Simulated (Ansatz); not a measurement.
Data:

BaN2:
```xyz
6
Lattice="3.4797 2.1527 0.0000 -3.4797 2.1527 0.0000 -1.8153 0.0000 6.8598" Properties=species:S:1:pos:R:3 pbc="T T T"
Ba    -1.3615     3.4428     5.1449
Ba    -0.4538     0.8625     1.7150
N     -2.3960     1.5325     3.7394
N      0.5807     2.7728     3.1204
N     -0.3270     1.5325     6.5503
N     -1.4883     2.7728     0.3095
```

This is the LDA-relaxed structure.

### Question
All from the program Ansatz at the LDA level (PAW), unless another level is named. Predict the electronic character.

### Answer
metallic (no gap).

### Question
Give the formation energy from the elements (no fitted shifts).

### Answer
-0.84 eV/atom.

### Question
Give the density of states at the Fermi level.

### Answer
0.44 states/eV per atom (mean over ±0.08 eV).

Space group C2/c. The workflow started from a Materials Project entry (that database holds measured and hypothetical structures alike); the Crystallography Open Database copy checked does not list it. Whether it is the stable phase at ambient conditions was not checked. Symmetry was held in the LDA relaxation; whether a distortion lowers the energy is not shown. The references are the lowest solids computed at this level, not always the standard phases (solids in place of the gases). Spin–orbit coupling is left out wherever it is not named.

Potentials: the later of the program's two PAW sets.
